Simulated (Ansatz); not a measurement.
Here is the system:

Be$_{3}$N$_{2}$:
```xyz
5
Lattice="1.4174 0.8184 4.8616 -1.4174 0.8184 4.8616 0.0000 -1.6367 4.8616" Properties=species:S:1:pos:R:3 pbc="T T T"
Be     0.0000     0.0000     2.0544
Be     0.0000     0.0000     9.9526
Be     0.0000     0.0000    13.2889
N      0.0000     0.0000    11.6073
N      0.0000     0.0000     4.2534
```

This is the r²SCAN-relaxed structure. x, y and z are the axes in which the lattice vectors are written.

**Question.** All from the program Ansatz at the r²SCAN level (PAW), unless another level is named. Estimate the Debye temperature from the elastic constants.

**Answer.** 1380 K.

**Question.** Next, the elastic constants (relaxed ions, GPa)?

**Answer.** C11 = 475, C12 = 134, C13 = 88.6, C14 = 2.5, C33 = 425, C44 = 164.

**Question.** What about the highest zone-centre frequency (without LO–TO term)?

**Answer.** 945 cm⁻¹.

Space group R3m. The first step of the workflow began from a Materials Project structure, measured or hypothetical; the Crystallography Open Database copy checked does not list it. COD files the formula under space group No. 206. Its standing as an ambient phase is unchecked. The r²SCAN relaxation kept the symmetry of its start; its stability against distortions is not shown here.

Potentials: the later of the program's two PAW sets.
